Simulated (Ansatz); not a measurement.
Al (dhcp (α-La type), P6_3/mmc) under volume change, LDA in the plane-wave PAW code Ansatz, shape and atoms relaxed at each volume.

```
V (Å³/atom)  E − E(relaxed) (meV/atom)  P (GPa)
-----------  -------------------------  -------
14.437                            39.7     9.70
14.913                            16.7     5.93
15.389                             3.9     2.73
15.865                             0.0     0.00
16.341                             3.5    -2.30
16.817                            13.3    -4.24
17.293                            28.3    -5.84
```

### Question
What does a third-order Birch–Murnaghan fit give for V₀, B₀ and B′?

### Answer
V₀ = 15.87 Å³/atom, B₀ = 82.8 GPa, B′ = 4.6.

The first step of the workflow began from a Materials Project structure, measured or hypothetical; the Crystallography Open Database copy checked does not list it. It is not the phase usual at ambient conditions (space group No. 225). The LDA relaxation kept the symmetry of its start; of distortions, only those at the zone centre were tested.

Potentials: the earlier of the program's two PAW sets.
